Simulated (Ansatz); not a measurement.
**Hg (hcp): energy against volume**

Method: DFT, LDA (PW92), plane waves (420 eV) with PAW, scalar-relativistic (Ansatz 0.2.0). The PAW files were generated under PBE, with cores re-solved for the functional.

The cell is scaled uniformly from the relaxed one, with fractional coordinates and shape fixed. Energies are extrapolated to zero smearing, pressures are those at the given smearing. Magnetic state: spin not included.

A Birch-Murnaghan fit gives V₀ = 22.21 Å³/atom, B₀ = 47 GPa, B₀′ = 7.7.

(1) What are the energy above the minimum and the pressure at 19.525 Å³/atom?

(2) What are the energy above the minimum and the pressure at 20.412 Å³/atom?

(3) What are the energy above the minimum and the pressure at 21.300 Å³/atom?

## Answers

(1) 68.3 meV/atom and 9.68 GPa as computed.

(2) 27.0 meV/atom and 5.36 GPa as computed.

(3) 6.1 meV/atom and 2.23 GPa as computed.
